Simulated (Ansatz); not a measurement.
NaHF$_{2}$:
```xyz
4
Lattice="1.7082 0.9862 4.5661 -1.7082 0.9862 4.5661 0.0000 -1.9724 4.5661" Properties=species:S:1:pos:R:3 pbc="T T T"
Na     0.0000     0.0000     0.0000
H      0.0000     0.0000     6.8492
F      0.0000     0.0000     7.9837
F      0.0000     0.0000     5.7146
```

Relaxed with r²SCAN+D4.

Task: Map the electron localisation function on the plane through (0.000, 0.000, 0.000) spanned by u = [1, 0, 0] and v = [-1, 1, 1] in lattice vectors, from r²SCAN+D4 (plane waves, PAW; program Ansatz).

Result: x is the fraction of u, y of v (the angle between them is 64°; rows are the nearest grid lines); atoms in the plane: Na at (0.00, 0.00), H at (0.00, 0.50), F at (0.17, 0.58), F at (0.83, 0.42).
```
y \ x   0.000  0.0800  0.200  0.280  0.360  0.440  0.560  0.640  0.720  0.800  0.920   1.00
------  -----  ------  -----  -----  -----  -----  -----  -----  -----  -----  -----  -----
1.00    0.156   0.547  0.055  0.005  0.005  0.003  0.003  0.005  0.005  0.055  0.547  0.156
0.933   0.550   0.571  0.179  0.006  0.006  0.004  0.002  0.003  0.003  0.006  0.585  0.550
0.833   0.016   0.049  0.016  0.005  0.006  0.005  0.002  0.002  0.002  0.005  0.011  0.016
0.767   0.431   0.375  0.104  0.018  0.005  0.004  0.003  0.003  0.003  0.014  0.267  0.431
0.700   0.730   0.829  0.740  0.393  0.038  0.005  0.012  0.034  0.031  0.018  0.352  0.730
0.600   0.681   0.725  0.620  0.801  0.492  0.023  0.139  0.491  0.559  0.376  0.216  0.681
0.533   0.662   0.815  0.643  0.824  0.690  0.084  0.163  0.692  0.810  0.779  0.561  0.662
0.467   0.662   0.561  0.779  0.810  0.692  0.163  0.084  0.690  0.824  0.643  0.815  0.662
0.400   0.681   0.216  0.376  0.559  0.491  0.139  0.023  0.492  0.801  0.620  0.725  0.681
0.300   0.730   0.352  0.018  0.031  0.034  0.012  0.005  0.038  0.393  0.740  0.829  0.730
0.233   0.431   0.267  0.014  0.003  0.003  0.003  0.004  0.005  0.018  0.104  0.375  0.431
0.167   0.016   0.011  0.005  0.002  0.002  0.002  0.005  0.006  0.005  0.016  0.049  0.016
0.0667  0.550   0.585  0.006  0.003  0.003  0.002  0.004  0.006  0.006  0.179  0.571  0.550
0.000   0.156   0.547  0.055  0.005  0.005  0.003  0.003  0.005  0.005  0.055  0.547  0.156
```

The density is the valence pseudo-density with augmentation charge, so density and ELF within about 1 Å of a nucleus are not all-electron values.

Space group R-3m. The first step of the workflow began from a Materials Project structure, measured or hypothetical; the Crystallography Open Database files this formula in space group No. 166, but the cells were not matched. Whether it is the stable phase at ambient conditions was not checked. The cell was relaxed with r²SCAN+D4 under the symmetry of its start; whether a distortion lowers the energy is not shown.

Potentials: the later of the program's two PAW sets.
